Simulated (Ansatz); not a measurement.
ZnCu2SnS4:
```
CELL_PARAMETERS angstrom
     -2.68674     2.68674     5.37696
      2.68674    -2.68674     5.37696
      2.68674     2.68674    -5.37696
ATOMIC_POSITIONS crystal
  Cu 0.00000 0.00000 0.00000
  Cu 0.75000 0.25000 0.50000
  Zn 0.25000 0.75000 0.50000
  Sn 0.50000 0.50000 0.00000
  S  0.37036 0.89849 0.00899
  S  0.10151 0.11050 0.47186
  S  0.88950 0.36136 0.99101
  S  0.63864 0.62964 0.52814
```

Relaxed with PBEsol. Special points in fractions of this cell's reciprocal vectors: Γ (0.000, 0.000, 0.000); X (0.000, 0.000, 0.500); P (0.250, 0.250, 0.250); N (0.000, 0.500, 0.000); M (0.500, 0.500, -0.500); S (0.312, 0.688, -0.312); S0 (-0.312, 0.312, 0.312); R (-0.125, 0.125, 0.500); G (0.500, 0.500, -0.125).

List the band energies nearest the valence-band maximum at these points for PBEsol (plane waves, PAW; program Ansatz).

In eV from the valence-band maximum; about four levels below and three above (degenerate sets whole), none deeper than 8.9 eV; points with the same levels are listed once.

| k | below | above |
|---|---|---|
| Γ | -1.65 -0.05 -0.05 0.00 | 0.11 1.77 2.66 |
| X | -0.90 -0.80 -0.59 -0.45 | 0.50 2.24 3.01 |
| P | -0.87 -0.86 -0.66 -0.65 | 0.76 2.78 2.94 |
| N | -1.31 -1.28 -1.16 -0.58 | 1.55 2.96 3.22 |
| M | -1.28 -1.27 -1.27 -0.98 -0.98 | 1.17 1.82 1.82 |
| S | -1.48 -1.20 -0.77 -0.66 | 1.43 2.25 3.02 |
| R | -0.93 -0.86 -0.76 -0.66 | 0.75 2.45 3.44 |

Space group I-4. The cell was relaxed with PBEsol under the symmetry of its start. The run is not spin-polarised. Scalar-relativistic: spin–orbit coupling is off unless named, which matters more the heavier the elements.

Potentials: the later of the program's two PAW sets.
